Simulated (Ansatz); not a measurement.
Q: Each is relaxed and computed with PBE (plane waves, PAW; program Ansatz). Which alone has an imaginary phonon mode on a q-mesh?
A) BeSe, zinc blende
B) SrCdSiS4, Ama2 (Pearson symbol oS28)
C) BeS, NiAs type
D) K2S, anti-fluorite

A: C, BeS, NiAs type. BeS: gap 1.44 eV (indirect), lowest mode -223 cm⁻¹; SrCdSiS4: gap 2.70 eV (indirect), lowest mode 0 cm⁻¹; BeSe: gap 2.67 eV (indirect), lowest mode 0 cm⁻¹; K2S: gap 2.32 eV (indirect), lowest mode 0 cm⁻¹. Constructed cells (a structure type filled with these elements, in neither database checked): BeS, NiAs type. Standing as an ambient phase not checked: SrCdSiS4, Ama2 (Pearson symbol oS28). Unstable at this level: BeS, NiAs type. All cells were relaxed under the symmetry of their starts (and spin orders); stability against distortions was not tested throughout. Scalar-relativistic: spin–orbit coupling is off unless named, which matters more the heavier the elements.

Potentials: the later of the program's two PAW sets.
